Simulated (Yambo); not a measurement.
BSE-type run in Yambo on LiF (rock salt, space group Fm-3m, No. 225) under isotropic strain of -0.7 % on all lattice vectors, at zero momentum.

Quantum ESPRESSO step (PBEsol, PseudoDojo standard norm-conserving files, scalar-relativistic):
```
&CONTROL
  calculation = 'nscf'
  pseudo_dir = './pseudo'
  outdir = './out'
/
&SYSTEM
  ibrav = 0
  nat = 2
  ntyp = 2
  ecutwfc = 84.0
  ecutrho = 336.0
  occupations = 'fixed'
  force_symmorphic = .true.
  nbnd = 15
/
&ELECTRONS
  conv_thr = 2e-09
  diago_full_acc = .true.
  diago_thr_init = 1e-08
/
ATOMIC_SPECIES
Li 6.9400 Li.upf
F 18.9984 F.upf
CELL_PARAMETERS angstrom
  0.000000000000   1.986673778305   1.986673778305
  1.986673778305   0.000000000000   1.986673778305
  1.986673778305   1.986673778305   0.000000000000
ATOMIC_POSITIONS crystal
Li   0.000000000000   0.000000000000   0.000000000000
F   0.500000000000   0.500000000000   0.500000000000
K_POINTS automatic
10 10 10 0 0 0
```

Yambo input:
```
rim_cut
optics
bse
bss
dipoles
em1s
RandQpts= 1000000
RandGvec= 1 Ry
FFTGvecs= 40 Ry
Chimod= "HARTREE"
BSKmod= "SEX"
BSEmod= "resonant"
BSSmod= "hs"
BSENGexx= 15 Ry
BSENGBlk= 4 Ry
% KfnQP_E
 4.779 | 1.0 | 1.0 |
%
% BSEQptR
 1 | 1 |
%
% BSEBands
 3 | 6 |
%
% BEnRange
 0.0 | 21.7 | eV
%
% BDmRange
 0.15 | 0.15 | eV
%
BEnSteps= 434
% BLongDir
 1.0 | 0.0 | 0.0 |
%
BSHayTrs= -0.02
BSSNEig= 24
WRbsWF
% BndsRnXs
 2 | 9 |
%
NGsBlkXs= 4 Ry
% LongDrXs
 1.0 | 1.0 | 1.0 |
%
```

From the report:

The dimension is k points × valence × conduction bands = 1000 × 3 × 1 = 3000.
```
   [SLEPC] Approach                          : Krylov-Schur
   [SLEPC] Number of requested eigenvalues   :  24
   [SLEPC] Number of eigenvalues        [NEV]:  24
    [K] Dimension                                    :  3000
    [K] Bands                                        :   3   6
    [K] Exchange res                                 : yes
    [K] Correlation res                              : yes
    [K] W interaction is bare                        : no
    [K] RL vectors exchange                          :  137
    [K] RL vectors correlation                       :  27
    [W] Matrix size                                  :  27
    [W] Bands                                        :   2   9
    [W] Coulomb Cutoff                               : none
    [W] Hxc Kernel                                   : HARTREE
```
Lowest eigenvalues (eV; in brackets the number of states within 2 meV): 11.73 (3), 13.23 (3), 13.29 (3), 13.30 (2), 13.42 (3), 13.62 (3). They depend on the mesh, which isn't converged, and on the G0W0 scissor.

Geometry strained from the cell relaxed with PBEsol, atoms relaxed again.
